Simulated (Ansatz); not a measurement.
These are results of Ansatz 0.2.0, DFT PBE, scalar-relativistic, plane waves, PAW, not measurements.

Settings: cutoff 420 eV, Γ-centred mesh 6×4×6 on the computed 20-atom cell, Gaussian smearing of 0.05 eV; no spin polarisation.

```
Sr Ca N
1.0
     7.54279    0.00000    0.00000
     0.00000    8.76909    0.00000
     0.00000    0.00000    5.73343
Sr Ca N
2 10 8
Direct
  0.00000 0.50000 0.26686
  0.50000 0.00000 0.73314
  0.25146 0.31219 0.74448
  0.25146 0.68781 0.74448
  0.74854 0.31219 0.74448
  0.74854 0.68781 0.74448
  0.24854 0.18781 0.25552
  0.24854 0.81219 0.25552
  0.75146 0.18781 0.25552
  0.75146 0.81219 0.25552
  0.50000 0.50000 0.26081
  0.00000 0.00000 0.73919
  0.75165 0.50000 0.02345
  0.24835 0.50000 0.02345
  0.74835 0.00000 0.97655
  0.25165 0.00000 0.97655
  0.50000 0.25474 0.48865
  0.50000 0.74526 0.48865
  0.00000 0.24526 0.51135
  0.00000 0.75474 0.51135
```

(1) Is this geometry at equilibrium? Which atom feels the largest force?

(2) Give all forces and the stress.

Answers

(1) It isn't. Atom 1 (Sr) feels (0.00, 0.00, 0.70) eV/Å, 0.695 eV/Å in size, and symmetry-related atoms feel the same size.

(2)
```json
{"atom": "Sr1", "Fx": "0.000", "Fy": "0.000", "Fz": "0.695"}
{"atom": "Sr2", "Fx": "0.000", "Fy": "0.000", "Fz": "-0.695"}
{"atom": "Ca3", "Fx": "-0.010", "Fy": "0.064", "Fz": "0.172"}
{"atom": "Ca4", "Fx": "-0.010", "Fy": "-0.064", "Fz": "0.172"}
{"atom": "Ca5", "Fx": "0.010", "Fy": "0.064", "Fz": "0.172"}
{"atom": "Ca6", "Fx": "0.010", "Fy": "-0.064", "Fz": "0.172"}
{"atom": "Ca7", "Fx": "0.010", "Fy": "-0.064", "Fz": "-0.172"}
{"atom": "Ca8", "Fx": "0.010", "Fy": "0.064", "Fz": "-0.172"}
{"atom": "Ca9", "Fx": "-0.010", "Fy": "-0.064", "Fz": "-0.172"}
{"atom": "Ca10", "Fx": "-0.010", "Fy": "0.064", "Fz": "-0.172"}
{"atom": "Ca11", "Fx": "0.000", "Fy": "0.000", "Fz": "-0.168"}
{"atom": "Ca12", "Fx": "0.000", "Fy": "0.000", "Fz": "0.168"}
{"atom": "N13", "Fx": "-0.654", "Fy": "0.000", "Fz": "-0.136"}
{"atom": "N14", "Fx": "0.654", "Fy": "0.000", "Fz": "-0.136"}
{"atom": "N15", "Fx": "0.654", "Fy": "0.000", "Fz": "0.136"}
{"atom": "N16", "Fx": "-0.654", "Fy": "0.000", "Fz": "0.136"}
{"atom": "N17", "Fx": "0.000", "Fy": "0.249", "Fz": "0.036"}
{"atom": "N18", "Fx": "0.000", "Fy": "-0.249", "Fz": "0.036"}
{"atom": "N19", "Fx": "0.000", "Fy": "-0.249", "Fz": "-0.036"}
{"atom": "N20", "Fx": "0.000", "Fy": "0.249", "Fz": "-0.036"}
```
Stress (GPa, compression positive):
```
4.76 0.00 0.00
0.00 2.35 0.00
0.00 0.00 6.03
```

Cost: 1 run of about 1.3 core-minutes, on Intel Xeon 6975P-C (Granite Rapids) (shared hosts).